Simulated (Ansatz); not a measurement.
A geometry of V away from equilibrium: step 14 of the relaxation of a relaxed V cell, doubled along one cell vector, shaken by Gaussian noise of σ = 0.08 Å a coordinate. Level of theory: PBE (plane waves to 420 eV, PAW, scalar-relativistic; Ansatz, a program for electronic structure). Γ-centred k-mesh 14×14×5 on the run's cell (coarser than for final values), Fermi–Dirac smearing 0.05 eV.

```yaml
crystal:
  lattice:
    - [-2.59148, 2.22742, 1.96758]
    - [1.95109, -2.22712, 0.81311]
    - [5.17989, 4.45117, -3.93409]
  atoms:
    - { symbol: V, position: [0.87274, 0.37907, 0.24312] }
    - { symbol: V, position: [0.87274, 0.37907, 0.74312] }
    - { symbol: V, position: [0.87274, 0.87908, 0.99312] }
    - { symbol: V, position: [0.87274, 0.87908, 0.49312] }
```

Q: Which atoms carry the largest force, and which way does it point?

A: No atom: all forces are below 0.005 eV/Å; only the cell is out of equilibrium.

Q: What is the pressure?

A: +4.0 GPa, compression positive.

Q: How much energy per atom can still be gained by relaxing?

A: 0.04 eV/atom; the path ends in Im-3m (No. 229) (bcc (W type)).

No spin polarisation in the result.

Of the parent cell (I4₁/amd (No. 141)): it is a generated cell of V: the first start was made by placing the elements on the sites of a structure type, and the end was not matched to a known phase here, so it may be hypothetical. Known forms of V include space group No. 229.
